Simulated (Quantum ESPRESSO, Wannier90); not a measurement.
## Tight-binding from DFT: SiO₂ (P3₂21)

```xyz
9
Lattice="4.9166 0.0000 0.0000 -2.4583 4.2579 0.0000 0.0000 0.0000 5.4316" Properties=species:S:1:pos:R:3 pbc="T T T"
Si    -1.1524     1.9961     1.8105
Si    -1.1524    -1.9961     0.0000
Si     2.3049     0.0000    -1.8105
O      1.3708    -1.1435    -2.4561
O      0.3049     1.7589     1.1650
O     -1.6757    -0.6154    -0.6455
O     -1.6757     0.6154     2.4561
O      1.3708     1.1435    -1.1650
O      0.3049    -1.7589     0.6455
```

Materials Project entry mp-6930; symmetrised, unrelaxed at this level. COD (Crystallography Open Database) has the formula in 34 space groups, this one among them (matched by group alone). Level: PBEsol, no spin polarisation, no spin-orbit coupling; pw.x of Quantum ESPRESSO at 68 Ry with PseudoDojo potentials, 6×6×4 k-points, Wannier90. Density: 12×12×6 mesh, cold smearing 0.01 Ry.

Bands 1-6 form an isolated set from -19.27 to -17.02 eV relative to the valence-band maximum (on the path) and are turned into 6 Wannier functions by minimising the spread from the start: atomic waves O 2s.

Centres (Cartesian, Å; one of the equivalent choices) and spreads:

| n | x | y | z | spread (Å²) | nearest atom |
|---|---|---|---|---|---|
| 1 | 1.454 | -1.140 | -2.503 | 0.568 | O4 |
| 2 | 0.260 | 1.829 | 1.118 | 0.568 | O5 |
| 3 | -1.714 | -0.690 | -0.692 | 0.568 | O6 |
| 4 | -1.714 | 0.690 | 2.503 | 0.568 | O7 |
| 5 | 1.454 | 1.140 | -1.118 | 0.568 | O8 |
| 6 | 0.260 | -1.829 | 0.692 | 0.568 | O9 |

Ω_I = 3.40 Å², Ω_total = 3.41 Å²; the interpolated bands follow pw.x to 0.0 meV rms on the path. Only this start was tried; a symmetric start can stop on a saddle, and mixtures of these functions could lower the total by at most Ω_total − Ω_I.
